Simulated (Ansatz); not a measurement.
NbC2 (MoSi2 or CaC2 type, I4/mmm) at seven volumes, r²SCAN in the plane-wave PAW code Ansatz, shape and atoms relaxed at each. One row is withheld.

```json
[
 {"V (Å³/atom)": "9.141", "P (GPa)": "26.96"},
 {"V (Å³/atom)": "9.443", "P (GPa)": "16.37"},
 {"V (Å³/atom)": "9.744", "P (GPa)": "7.43"},
 {"V (Å³/atom)": "10.045", "P (GPa)": "0.00"},
 {"V (Å³/atom)": "10.347", "P (GPa)": "-6.22"},
 {"V (Å³/atom)": "10.648", "P (GPa)": "?"},
 {"V (Å³/atom)": "10.949", "P (GPa)": "-15.59"}
]
```

Fit the shown pressures and predict the withheld one.

Third-order Birch–Murnaghan: P = (3/2)B₀(x^(7/2) − x^(5/2))[1 + (3/4)(B′ − 4)(x − 1)] with x = (V₀/V)^(2/3). Least squares on the six rows gives V₀ = 10.046 Å³/atom, B₀ = 225.3 GPa, B′ = 5.05. At V = 10.648, x = 0.9619 and P = -11.32 GPa. The run itself gave -11.35 GPa.

The start of the workflow was typed in or built on a structure type; neither database checked (COD, Materials Project) lists it. Whether it is the stable phase at ambient conditions was not checked. The cell was relaxed with r²SCAN under the symmetry of its start; whether a distortion lowers the energy is not shown. No spin polarisation was allowed. The volume moved by -28 % from the start of the relaxation. Its formation energy is positive at this level, so the cell may be metastable or incomplete.

Potentials: the later of the program's two PAW sets.
